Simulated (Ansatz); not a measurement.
Relaxed-ion elastic tensor of SiO2 in space group P3_221 (No. 154; Si on 3a, O on 6c) in GPa (Voigt order), the program Ansatz at the PBEsol level (PAW); density 2.59 g/cm³, 12.82 Å³ per atom.

|  | 1 | 2 | 3 | 4 | 5 | 6 |
|---|---|---|---|---|---|---|
| 1 | 75.7 | 4.8 | 8.4 | 17.6 | 0.0 | 0.0 |
| 2 | 4.8 | 75.7 | 8.4 | -17.6 | 0.0 | 0.0 |
| 3 | 8.4 | 8.4 | 93.2 | 0.0 | 0.0 | 0.0 |
| 4 | 17.6 | -17.6 | 0.0 | 53.3 | 0.0 | 0.0 |
| 5 | 0.0 | 0.0 | 0.0 | 0.0 | 53.3 | 17.6 |
| 6 | 0.0 | 0.0 | 0.0 | 0.0 | 17.6 | 35.5 |

Task: Is the crystal mechanically stable?

Result: Yes: the smallest eigenvalue of C is 24.7 GPa.

Task: Work out the Voigt, Reuss and Hill averages.

Result: K_V = 32.0, K_R = 31.6, K_H = 31.8; G_V = 43.3, G_R = 36.2, G_H = 39.7 GPa.

Task: Give Young's modulus, Poisson's ratio, Pugh's ratio and the universal anisotropy index.

Result: E = 9KG/(3K + G) = 84.1 GPa; ν = 0.06; K/G = 0.80 (brittle by the Pugh limit of 1.75); A_U = 5G_V/G_R + K_V/K_R − 6 = 1.00.

Task: Estimate the sound speeds and the Debye temperature.

Result: v_l = √((K + 4G/3)/ρ) = 5720 m/s, v_t = √(G/ρ) = 3910 m/s, mean 4260 m/s; Θ = (h/k)(3n/4πV)^(1/3) v_m = 542 K.

Task: How much does each axis shrink under pressure?

Result: Linear compressibilities β_i = Σ_j S_ij (j = 1 to 3): x 12, y 12, z 8.6 per TPa.

The PBEsol relaxation kept the symmetry of its start.

Potentials: the earlier of the program's two PAW sets. The files were generated under PBE; for other functionals the program regenerates the frozen cores, and for LDA and PBEsol the local potential too.
